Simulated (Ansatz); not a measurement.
LaI2:
```cif
data_I2La
_chemical_formula_sum 'La1 I2'
_space_group_name_H-M_alt 'P 1'
_space_group_IT_number 1
_cell_length_a 7.83132
_cell_length_b 7.83132
_cell_length_c 7.83132
_cell_angle_alpha 150.724
_cell_angle_beta 150.724
_cell_angle_gamma 41.879
loop_
_space_group_symop_operation_xyz
  'x, y, z'
loop_
_atom_site_label
_atom_site_type_symbol
_atom_site_fract_x
_atom_site_fract_y
_atom_site_fract_z
_atom_site_occupancy
La1 La 0.00000 0.00000 0.00000 1
I1 I 0.63006 0.63006 0.00000 1
I2 I 0.36994 0.36994 0.00000 1
```

Relaxed with r²SCAN.

Problem. Which orbitals make up the states near the Fermi level in DFT-r²SCAN in the program Ansatz with PAW potentials?

Solution. Within 0.5 eV of the Fermi level: La 5d 82 %, La 4f 9 %, I 5p 5 %. Projections are on Löwdin-orthogonalised atomic valence shells; empty p or d shells of many metals are not among them.

Problem. Tabulate the density of states.

Solution. States/eV per cell of 3 atoms, in 0.25 eV bins, energy from the Fermi level.

| E (eV) | total | La 4f | I 5p | La 5d |
|---|---|---|---|---|
| -7.85 | 0.00 | 0.00 | 0.00 | 0.00 |
| -7.60 | 0.00 | 0.00 | 0.00 | 0.00 |
| -7.35 | 0.00 | 0.00 | 0.00 | 0.00 |
| -7.10 | 0.00 | 0.00 | 0.00 | 0.00 |
| -6.85 | 0.00 | 0.00 | 0.00 | 0.00 |
| -6.60 | 0.00 | 0.00 | 0.00 | 0.00 |
| -6.35 | 0.00 | 0.00 | 0.00 | 0.00 |
| -6.10 | 0.07 | 0.00 | 0.05 | 0.01 |
| -5.85 | 1.19 | 0.00 | 0.89 | 0.12 |
| -5.60 | 2.43 | 0.01 | 1.89 | 0.32 |
| -5.35 | 5.04 | 0.02 | 4.05 | 0.67 |
| -5.10 | 5.05 | 0.03 | 4.23 | 0.53 |
| -4.85 | 4.48 | 0.03 | 3.70 | 0.51 |
| -4.60 | 4.28 | 0.04 | 3.66 | 0.37 |
| -4.35 | 3.15 | 0.03 | 2.74 | 0.26 |
| -4.10 | 2.62 | 0.02 | 2.28 | 0.21 |
| -3.85 | 2.84 | 0.03 | 2.48 | 0.24 |
| -3.60 | 5.53 | 0.05 | 4.86 | 0.51 |
| -3.35 | 5.89 | 0.09 | 5.25 | 0.47 |
| -3.10 | 4.82 | 0.13 | 4.47 | 0.19 |
| -2.85 | 0.60 | 0.03 | 0.56 | 0.01 |
| -2.60 | 0.00 | 0.00 | 0.00 | 0.00 |
| -2.35 | 0.00 | 0.00 | 0.00 | 0.00 |
| -2.10 | 0.00 | 0.00 | 0.00 | 0.00 |
| -1.85 | 0.00 | 0.00 | 0.00 | 0.00 |
| -1.60 | 0.00 | 0.00 | 0.00 | 0.00 |
| -1.35 | 0.01 | 0.00 | 0.00 | 0.01 |
| -1.10 | 0.26 | 0.00 | 0.01 | 0.24 |
| -0.85 | 0.33 | 0.01 | 0.02 | 0.29 |
| -0.60 | 0.43 | 0.02 | 0.03 | 0.37 |
| -0.35 | 1.54 | 0.05 | 0.10 | 1.34 |
| -0.10 | 1.48 | 0.08 | 0.09 | 1.25 |
| 0.15 | 0.98 | 0.12 | 0.04 | 0.78 |
| 0.40 | 0.84 | 0.18 | 0.02 | 0.61 |
| 0.65 | 1.86 | 0.61 | 0.06 | 1.10 |
| 0.90 | 5.78 | 3.40 | 0.14 | 1.94 |
| 1.15 | 26.64 | 24.95 | 0.21 | 0.89 |

Space group I4/mmm (MoSi2 or CaC2 type). The workflow started from a Materials Project entry (that database holds measured and hypothetical structures alike); the Crystallography Open Database files this formula in space group No. 139, but the cells were not matched. Its standing as an ambient phase is unchecked. The r²SCAN relaxation kept the symmetry of its start; whether a distortion lowers the energy is not shown. A crystal of weakly bound layers computed without a dispersion correction: the cell and the soft elastic constants depend strongly on that. With an odd number of electrons in the cell and no spin polarisation, the count alone makes it a metal. Spin–orbit coupling is left out wherever it is not named.

Potentials: the later of the program's two PAW sets.
